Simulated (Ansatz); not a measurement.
**Kick test of a cell of Si₄BN₃**

The structure comes from a proposed guess, relaxed at this level; another structure or a mixture of phases may lie lower.

Computed with DFT PBE, scalar-relativistic, plane waves, PAW in Ansatz. Settings: cutoff 420 eV, Γ-centred mesh 12×12×2 on the computed 8-atom cell, Gaussian smearing of 0.10 eV; no spin polarisation.

The cell below (8 atoms, space group P3m1 (No. 156)) is relaxed within its symmetry.

```
Si B N
1.0
     2.74099    0.00000    0.00000
    -1.37050    2.37377    0.00000
     0.00000    0.00000   16.55894
Si B N
4 1 3
Direct
  0.66667 0.33333 0.48351
  0.66667 0.33333 0.33698
  0.33333 0.66667 0.05503
  0.33333 0.66667 0.20155
  0.00000 0.00000 0.77119
  0.33333 0.66667 0.77119
  0.00000 0.00000 0.52223
  0.00000 0.00000 0.01631
```

For the test it was strained at random (σ = 1.5 % a component), the atoms were moved at random (σ = 0.10 Å), and all was relaxed again on a 12×12×2 mesh (in the run’s order of axes) with 0.20 eV smearing, with no symmetry imposed.

Weakly bound directions are ill-defined at this level, which has no dispersion term.

**Question.** Does it come back?

**Answer.** It doesn't return. The energy falls by 63 meV/atom on that mesh, the volume changes by 2.7 %, and the end has space group P1 (No. 1) at a loose tolerance. Relaxed again on a 14×14×2 mesh with 0.10 eV smearing, the new structure lies 66 meV/atom below the first (mesh in the axes of the run's cell; the cell below is made exact in the group named). Space group P1 (No. 1), triclinic, a = 2.746 Å, b = 2.746 Å, c = 16.881 Å, α = 89.4°, β = 89.1°, γ = 60.0°. Si on its first site has 3 N at 1.71 Å and 1 Si at 2.40 Å; Si on its second site has 2 Si at 2.40–2.47 Å and 6 Si at 2.75 Å; around B lie 3 N at 1.58–1.59 Å; N on its first site has 3 B at 1.58–1.59 Å; 4 more sites not described.

```cif
data_structure
_symmetry_space_group_name_H-M 'P1'
_symmetry_Int_Tables_number 1
_cell_length_a 2.7457
_cell_length_b 2.7458
_cell_length_c 16.8810
_cell_angle_alpha 89.448
_cell_angle_beta 89.131
_cell_angle_gamma 60.008
_cell_volume 110.21
loop_
_atom_site_label
_atom_site_type_symbol
_atom_site_symmetry_multiplicity
_atom_site_Wyckoff_symbol
_atom_site_fract_x
_atom_site_fract_y
_atom_site_fract_z
_atom_site_occupancy
Si1 Si 1 a 0.51730 0.53123 0.48416 1
Si2 Si 1 a 0.52920 0.53380 0.34209 1
Si3 Si 1 a 0.55365 0.53850 0.05376 1
Si4 Si 1 a 0.54171 0.53588 0.19583 1
B1 B 1 a 0.89358 0.89533 0.77211 1
N1 N 1 a 0.56021 0.56221 0.77211 1
N2 N 1 a 0.18075 0.19719 0.52173 1
N3 N 1 a 0.89027 0.87253 0.01621 1
```
